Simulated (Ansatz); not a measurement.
Relaxed Rb (bcc, W type):

```xyz
2
Lattice="-5.6710 5.6710 5.6710 2.8355 -2.8355 2.8355 2.8355 2.8355 -2.8355" Properties=species:S:1:pos:R:3 pbc="T T T"
Rb     0.0000     0.0000     0.0000
Rb    -2.8355     2.8355     2.8355
```

The atoms are displaced by Q × the pattern below (from a DFPT mode at N = (0.5, 0.0, 0.0), largest move 1; Q in Å), at fixed cell. (q is in reciprocal vectors of the primitive cell; the cell shown is doubled to hold the pattern.)

```tsv
atom	x	y	z
Rb1	0.000	-0.707	-0.707
Rb2	0.000	0.707	0.707
```

Computed with PBE (plane waves to 420 eV, PAW, scalar-relativistic; Ansatz, an electronic-structure program). k mesh 6×12×12 (Γ-centred), Fermi-Dirac smearing 0.05 eV. Energies are smeared free energies. With partly filled bands, energies and forces of such displacements shift with the k mesh and the smearing. Rb was relaxed with its symmetry unable to fall. The PAW data are Ansatz's earlier set. The zero of ΔE is the undisplaced structure. The last digit holds for this mesh only.

```csv
Q (Å),ΔE (meV/cell)
-0.180,23.15
-0.150,withheld
-0.120,10.22
-0.090,5.73
-0.060,2.54
-0.030,0.63
0.000,0.00
0.030,0.63
0.060,2.54
0.090,5.73
0.120,10.22
0.150,withheld
0.180,23.15
```

Q: Fit an even polynomial form (powers 2, 4) to the given rows and predict ΔE at Q = 0.150.

A: Least squares on the 11 given rows: ΔE = (705.4)·Q² + (280.7)·Q⁴, in meV/cell with Q in Å; root-mean-square residual 0.003 meV/cell. At 0.150 the fit gives 16.01 meV/cell; the calculation gives 16.01 meV/cell, the same to the digits shown. The quadratic term alone would give 15.87 meV/cell.

(A displaced cell: forces are minus the slopes of the energy, force constants its curvatures, and phonons follow from these.)
